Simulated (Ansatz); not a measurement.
Ti in space group P6/mmm (No. 191; Ti on 1a, Ti on 2d) under volume change, LDA in the plane-wave PAW code Ansatz, shape and atoms relaxed at each volume.

```csv
V (Å³/atom),E − E(relaxed) (meV/atom),P (GPa)
14.418,(withheld),(withheld)
14.894,(withheld),(withheld)
15.369,5.9,4.10
15.844,0.0,0.00
16.320,5.4,-3.59
16.795,20.8,-6.72
17.270,44.9,-9.46
```

### Question
Fill in the missing entries.

### Answer

- 14.418, E − E(relaxed) (meV/atom): 58.8
- 14.418, P (GPa): 14.18
- 14.894, E − E(relaxed) (meV/atom): 24.9
- 14.894, P (GPa): 8.80

### Question
What does a third-order Birch–Murnaghan fit give for V₀, B₀ and B′?

### Answer
V₀ = 15.84 Å³/atom, B₀ = 128 GPa, B′ = 3.5.

This is a known high-pressure phase of the composition, computed here at zero pressure and temperature. The LDA relaxation kept the symmetry of its start; its stability against distortions is not shown here. The run is not spin-polarised.

Potentials: the earlier of the program's two PAW sets. The files were generated under PBE; for other functionals the program regenerates the frozen cores, and for LDA and PBEsol the local potential too.
